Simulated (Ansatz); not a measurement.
## Frozen-phonon scan for WSi2 (MoSi2 type, space group I4/mmm)

WSi₂ (MoSi2 type, space group I4/mmm)

```
WSi2
1.0
   -1.60615     1.60615     3.90288
    1.60615    -1.60615     3.90288
    1.60615     1.60615    -3.90288
W Si
1 2
Direct
  0.00000   0.00000   0.00000
  0.33486   0.33486   0.00000
  0.66514   0.66514   0.00000
```

The atoms are displaced by Q × the pattern below (from a DFPT mode at Γ, largest move 1; Q in Å), at fixed cell.

```json
[
 {"atom": "W1", "x": "0.000", "y": "0.000", "z": "-0.306"},
 {"atom": "Si2", "x": "0.000", "y": "0.000", "z": "1.000"},
 {"atom": "Si3", "x": "0.000", "y": "0.000", "z": "1.000"}
]
```

Calculation: r2SCAN (plane waves to 500 eV, PAW, scalar-relativistic; Ansatz, a program for electronic structure). k mesh 20×20×20 (Γ-centred), Fermi-Dirac smearing 0.05 eV. E stands for the smeared free energy. Compression counts positive. With partly filled bands, energies and forces of such displacements shift with the k mesh and the smearing. Spin-orbit coupling is left out, though W is heavy. The PAW data are Ansatz's earlier set. WSi2 is run without spin polarisation. WSi2 was relaxed with its symmetry unable to fall. ΔE is measured from the undisplaced structure.

```tsv
Q (Å)	ΔE (meV/cell)	P (GPa)	−dE/dQ from forces (eV/Å)
-0.280	1105	14.6	8.508
-0.233	750	10.1	6.764
-0.187	471	6.4	5.215
-0.140	261	3.6	3.801
-0.093	115	1.6	2.481
-0.047	29	0.4	1.225
0.000	0	0.0	0.000
0.047	29	0.4	-1.225
0.093	115	1.6	-2.481
0.140	261	3.6	-3.801
0.187	471	6.4	-5.215
0.233	750	10.1	-6.764
0.280	1105	14.6	-8.508
```

Key numbers:

- Energy at Q = 0.280 Å: 1105 meV/cell
- Space group of the distorted cell: I4mm (No. 107), lowered from I4/mmm
- Symmetry of the curve: even: the same for both signs
- Shape of the curve: a single well with its minimum at or next to zero displacement
- Harmonic wavenumber from the curvature (finite differences): 311 cm⁻¹

The 13 points together took about 29 core-minutes (a rough figure).

(For displaced atoms, the force is minus the slope of the energy, and its curvature is a force constant, which sets phonon frequencies.)
